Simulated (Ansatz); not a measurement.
**Question.** Each is relaxed and computed with the program Ansatz at the r²SCAN level (PAW). Which is the only metal?
A) InHO2, Pnnm (In on 2a, H on 2c, O on 4g)
B) Sr2MgH6, P-3m1 (Sr on 2d, Mg on 1a, H on 6i)
C) ZrH, P4_2/mmc (Zr on 2d, H on 2f)
D) BaHI, P4/nmm (Ba on 2c, H on 2a, I on 2c)

**Answer.** C, ZrH, P4_2/mmc (Zr on 2d, H on 2f). ZrH: metal; InHO2: gap 2.68 eV (direct); Sr2MgH6: gap 3.31 eV (indirect); BaHI: gap 3.19 eV (direct). Standing as an ambient phase not checked: ZrH, P4_2/mmc (Zr on 2d, H on 2f); InHO2, Pnnm (In on 2a, H on 2c, O on 4g); Sr2MgH6, P-3m1 (Sr on 2d, Mg on 1a, H on 6i); BaHI, P4/nmm (Ba on 2c, H on 2a, I on 2c). All cells were relaxed under the symmetry of their starts (and spin orders); stability against distortions was not tested throughout. Rows with no word on spin ran without spin polarisation. Spin–orbit coupling is left out wherever it is not named.

Potentials: the later of the program's two PAW sets.
